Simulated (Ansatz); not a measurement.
The relaxation started from an entry of Materials Project.

The end point of a relaxation of Rb$_{3}$NbO$_{8}$. Calculation: r2SCAN (plane waves to 500 eV, PAW, scalar-relativistic; Ansatz, a first-principles code).

```cif
data_NbO8Rb3
_chemical_formula_sum 'Rb3 Nb1 O8'
_space_group_name_H-M_alt 'P 1'
_space_group_IT_number 1
_cell_length_a 6.40750
_cell_length_b 6.40750
_cell_length_c 6.40750
_cell_angle_alpha 112.704
_cell_angle_beta 112.704
_cell_angle_gamma 103.182
loop_
_space_group_symop_operation_xyz
  'x, y, z'
loop_
_atom_site_label
_atom_site_type_symbol
_atom_site_fract_x
_atom_site_fract_y
_atom_site_fract_z
_atom_site_occupancy
Rb1 Rb 0.50000 0.50000 0.00000 1
Rb2 Rb 0.25000 0.75000 0.50000 1
Rb3 Rb 0.75000 0.25000 0.50000 1
Nb1 Nb 0.00000 0.00000 0.00000 1
O1 O 0.95015 0.67960 0.00000 1
O2 O 0.32040 0.32040 0.27055 1
O3 O 0.67960 0.95015 0.00000 1
O4 O 0.04985 0.04985 0.72945 1
O5 O 0.77505 0.18400 0.00000 1
O6 O 0.81600 0.81600 0.59105 1
O7 O 0.18400 0.77505 0.00000 1
O8 O 0.22495 0.22495 0.40895 1
```

**Question.** Find the space group and the Wyckoff positions (tolerance 0.01 Å).

**Answer.** Space group I-42m (No. 121); a = b = 7.1006 Å, c = 7.9616 Å, α = β = γ = 90.00°

| atom | site | symmetry | x | y | z |
|---|---|---|---|---|---|
| Rb | 2b | -42m | 0.0000 | 0.0000 | 0.5000 |
| Rb | 4d | -4.. | 0.0000 | 0.5000 | 0.2500 |
| Nb | 2a | -42m | 0.0000 | 0.0000 | 0.0000 |
| O | 8i | ..m | 0.1353 | 0.1353 | 0.1851 |
| O | 8i | ..m | 0.2045 | 0.2045 | 0.0205 |

**Question.** Give the shortest distances between elements (the closest pairs, up to four, under 3.6 Å).

**Answer.** O–O 1.48 Å; Nb–O 2.00 Å; O–Rb 2.81 Å.

* **Volume per atom**: 16.73 Å³
* **Band gap**: 3.33 eV, indirect (valence top at X, conduction bottom at M) (no spin-orbit coupling)
* **Smallest direct gap**: 3.48 eV at M

The relaxed cell holds bonded O–O pairs (1.48 Å). No spin polarisation in the result.

The run could not lose the symmetry of its start; a randomly shaken copy of 12 atoms returns to this structure.
